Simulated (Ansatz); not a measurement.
Ti3Ag:
```
CELL_PARAMETERS angstrom
      4.07943     0.00000     0.00000
      0.00000     4.07943     0.00000
      0.00000     0.00000     4.07802
ATOMIC_POSITIONS crystal
  Ti 0.00000 0.50000 0.50000
  Ti 0.50000 0.00000 0.50000
  Ag 0.00000 0.00000 0.00000
  Ti 0.50000 0.50000 0.00000
```

Relaxed with r²SCAN. Special points in fractions of this cell's reciprocal vectors: Γ (0.000, 0.000, 0.000); X (0.000, 0.500, 0.000); M (0.500, 0.500, 0.000); Z (0.000, 0.000, 0.500); R (0.000, 0.500, 0.500); A (0.500, 0.500, 0.500).

Q: List the band energies nearest the Fermi level at these points for r²SCAN in the plane-wave PAW code Ansatz.

A: In eV from the Fermi level; about four levels below and three above (degenerate sets whole), none deeper than 8.9 eV; points with the same levels are listed once.

| k | below | above |
|---|---|---|
| Γ | -2.98 -0.56 -0.56 -0.56 | 0.03 0.03 2.41 2.41 2.41 |
| X | -1.73 -0.69 -0.69 -0.65 | 0.82 0.82 0.98 |
| M | -0.73 -0.40 -0.02 -0.02 | 1.10 1.10 1.86 |
| A | -3.85 -1.10 -1.10 -1.10 | 0.02 0.02 0.02 |

Space group Pm-3m (Cu3Au type). The workflow started from an entry of the Crystallography Open Database (COD); the relaxed space group is not among those it files for this formula. COD files the formula under space group No. 123, so this cell is another polymorph or a model. Whether it is the stable phase at ambient conditions was not checked. The r²SCAN relaxation kept the symmetry of its start; whether a distortion lowers the energy is not shown. The run is not spin-polarised. Point labels and valley counts follow the cell and symmetry of the run, lower than the named group. Spin–orbit coupling is left out wherever it is not named.

Potentials: the later of the program's two PAW sets.
